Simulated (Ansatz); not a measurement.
CaO (rock salt)

```yaml
crystal:
  lattice:
    - [0.00000, 2.41535, 2.41535]
    - [2.41535, 0.00000, 2.41535]
    - [2.41535, 2.41535, 0.00000]
  atoms:
    - { symbol: O, position: [0.00000, 0.00000, 0.00000] }
    - { symbol: Ca, position: [0.50000, 0.50000, 0.50000] }
```

The slice is a {111} plane (indices of the conventional cell) through the point (0.500, 0.500, 0.500) (fractional), spanned by u = [100] and v = [-1 2 0] in vectors of this cell: u (3.42 Å) and v (5.92 Å, at 90° to u). It covers one period; positions are fractions (u, v).

The numbers are results of PBE (plane waves to 420 eV, PAW, scalar-relativistic; Ansatz, a program for electronic structure), not measurements. k mesh 12×12×12. Inside the PAW spheres the values are not all-electron values, and peaks at nuclei hang on which shells count as valence. CaO was relaxed with its symmetry unable to fall.

**Question.** Sketch the electron localisation function (ELF) on this plane as a map.

**Answer.** 
```
|xxxx996600000000006699xx|
|999988220000110000228899|
|775522000011221100002255|
|000000000011221100000000|
|000000000000000000000000|
|221100000000000000000011|
|221100002255775522000011|
|110000228899999988220000|
|0000006699xxxxxx99660000|
|0000007799xxxxxx99770000|
|0000006699xxxxxx99660000|
|110000228899999988220000|
|221100002255775522000011|
|221100000000000000000011|
|000000000000000000000000|
|000000000011221100000000|
|775522000011221100002255|
|999988220000110000228899|
|xxxx996600000000006699xx|
|xxxx997700000000007799xx|
```
Scale: ten equal steps from 0.03 (start of '0') to 0.86 (end of '9'), in the order '0123456789'. Values: electron localisation function (ELF). The map has 12 points along u (two characters each, u = 0 at the left) and 20 along v (v = 0 in the bottom row). Points within 0.5 Å of a nucleus are blanked (x), as the pseudised field means little there.
